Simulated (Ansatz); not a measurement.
AlCo (CsCl type)

```yaml
crystal:
  lattice:
    - [5.70415, 0.00000, 0.00000]
    - [0.00000, 2.85208, 0.00000]
    - [0.00000, 0.00000, 2.85208]
  atoms:
    - { symbol: Al, position: [0.00000, 0.00000, 0.00000] }
    - { symbol: Al, position: [0.50000, 0.00000, 0.00000] }
    - { symbol: Co, position: [0.25000, 0.50000, 0.50000] }
    - { symbol: Co, position: [0.75000, 0.50000, 0.50000] }
```

Scan: atom 3 (Co, nearest neighbour Al at 2.470 Å; its periodic images, 2.9 Å or more away, move with it) is displaced along Cartesian z, direction (0.000, 0.000, 1.000) in Cartesian axes, by s. The other atoms stay.

Level of theory: PBE (plane waves to 420 eV, PAW, scalar-relativistic; Ansatz, a first-principles code). k mesh 7×13×13 (Γ-centred), Fermi-Dirac smearing 0.05 eV. The energy includes the smearing's −TS. With partly filled bands, energies and forces of such displacements shift with the k mesh and the smearing. AlCo is run without spin polarisation. AlCo was relaxed with its symmetry unable to fall. ΔE is measured from the undisplaced structure. The last digit holds for this mesh only.

| s (Å) | ΔE (meV/cell) |
|---|---|
| -0.250 | 252.6 |
| -0.200 | 161.9 |
| -0.150 | 91.1 |
| -0.100 | withheld |
| -0.050 | 10.1 |
| 0.000 | 0.0 |
| 0.050 | 10.1 |
| 0.100 | withheld |
| 0.150 | 91.1 |
| 0.200 | 161.9 |
| 0.250 | 252.6 |

### Question
Fit an even polynomial form (powers 2, 4) to the given rows and predict ΔE at s = -0.100.

### Answer
Least squares on the 9 given rows: ΔE = (4055)·s² + (-212.6)·s⁴, in meV/cell with s in Å; root-mean-square residual 0.03 meV/cell. At -0.100 the fit gives 40.5 meV/cell; the calculation gives 40.5 meV/cell, the same to the digits shown. The quadratic term alone would give 40.6 meV/cell.

(A displaced cell: forces are minus the slopes of the energy, force constants its curvatures, and phonons follow from these.)
